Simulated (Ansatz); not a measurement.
Cu$_{3}$Pd, DFT, PBEsol, all-electron LAPW, scalar-relativistic (Ansatz 0.2.0), run on 1 thread of Intel(R) Xeon(R) 6975P-C (Granite Rapids) on a shared host.

The geometry is COD entry 1525112, unchecked; take it as a test cell. The listed cell was then made from it by scaling, straining or moving an atom.

Command: `ansatz run input.yaml --threads 1 --pin off --max-ram 4096MiB --backend cpu --events-out ev --progress --plain --runs-dir out`

```yaml
crystal:
  lattice:
    - [3.73397, 0.0, 0.0]
    - [0.0, 3.73397, 0.0]
    - [0.0, 0.0, 3.659]
  atoms:
    - { symbol: Cu, position: [0.0, 0.5, 0.5] }
    - { symbol: Cu, position: [0.5, 0.0, 0.5] }
    - { symbol: Cu, position: [0.5, 0.5, 0.0] }
    - { symbol: Pd, position: [0.0, 0.0, 0.0] }
kpoints:
  mp_grid: { grid: [11, 11, 11] }
  band_path:
    path:
      - [0.0, 0.0, 0.0]
      - [0.0, 0.5, 0.0]
      - [0.5, 0.5, 0.0]
      - [0.0, 0.0, 0.0]
      - [0.0, 0.0, 0.5]
      - [0.0, 0.5, 0.5]
      - [0.5, 0.5, 0.5]
      - [0.0, 0.0, 0.5]
      - [0.0, 0.5, 0.0]
    npoints: 5
scf:
  occupations: { method: fermi_dirac, width: 0.05 }
hamiltonian:
  xc: pbesol
  pseudopotentials: { kind: all_electron, lapw: { basis_error: 0.001 } }
output:
  forces: true
  stress: true
  eigenvalues: true
```

(1) How large is the problem that the program sets up?

(2) Estimate the wall time and the peak memory.

## Answers

(1) 126 irreducible k-points, 579 plane waves at Γ, 51 bands.

(2) 78 s of wall time for 14 SCF iterations, with a peak of 1.1 GiB. Times on shared machines scatter by tens of per cent.
